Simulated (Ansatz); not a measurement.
The start is a generated cell, Sn built in the trigonal-Se structure type. The structure is fully relaxed (lattice and positions, P = 0) with PBE (plane waves to 420 eV, PAW, scalar-relativistic; Ansatz, a quantum-chemistry and plane-wave program). First-step values are on the input's coarse k-mesh.

Ansatz input (later rounds restart from its end on a renewed k-mesh):
Ansatz 0.2 input:
```yaml
crystal:
  lattice:
    - [4.8567949, 0, 0]
    - [-2.4283975, 4.2061078, 0]
    - [0, 0, 5.510196]
  atoms:
    - { symbol: Sn, position: [0.2254, 0, 0.83333333] }
    - { symbol: Sn, position: [0, 0.2254, 0.16666667] }
    - { symbol: Sn, position: [0.7746, 0.7746, 0.5] }
basis: { ecutwfc: 420, ecutrho_ratio: 4, xc_grid: 2, fft_grid_basis: typed }
kpoints: { mp_grid: { grid: [8, 8, 6] } }
hamiltonian:
  xc: pbe
  dispersion: none
  pseudopotentials: { kind: paw }
scf: { occupations: { method: fermi_dirac, width: 0.05 } }
relax: { f_tol: 0.01, max_steps: 100, cell: { stress_tol: 0.02 } }
output: { forces: true, stress: true }
```

- Largest initial force: 2.73 eV/Å, on Sn1, Sn2, Sn3 (atoms numbered as listed)
- Outcome: The space group goes from P3₁21 (No. 152) to R-3m (No. 166), with 1 atom in the primitive cell
- Energy released: 0.59 eV/atom
- Volume change: -21.6 %, from 37.52 to 29.40 Å³/atom
- Shortest distances (start → end): The closest pairs of elements (up to four, under 3.6 Å), start → end: Sn–Sn 2.64 → 3.09 Å
- Band gap at the end: zero (metallic)
- Optimiser moves: 26

Relaxed structure:

```cif
data_Sn3
_chemical_formula_sum 'Sn3'
_space_group_name_H-M_alt 'R-3m :H'
_space_group_IT_number 166
_space_group_name_Hall '-R 3 2"'
_cell_length_a 4.42804
_cell_length_b 4.42804
_cell_length_c 5.19453
_cell_angle_alpha 90.000
_cell_angle_beta 90.000
_cell_angle_gamma 120.000
loop_
_atom_site_label
_atom_site_type_symbol
_atom_site_symmetry_multiplicity
_atom_site_Wyckoff_symbol
_atom_site_fract_x
_atom_site_fract_y
_atom_site_fract_z
_atom_site_occupancy
Sn1 Sn 3 a 0.00000 0.00000 0.00000 1
```
(The calculation used a cell of 1 atom; values per cell refer to that cell.)

Final values are on a 15×15×15 k-mesh of the relaxed cell. No spin polarisation in the result.

The run could not lose the symmetry of its start, so the end can be a saddle point.

The relaxed structure here is a generated cell of Sn: the first start was made by placing the elements on the sites of a structure type, and the end was not matched to a known phase here, so it may be hypothetical. Known forms of Sn include space group No. 141, 227.
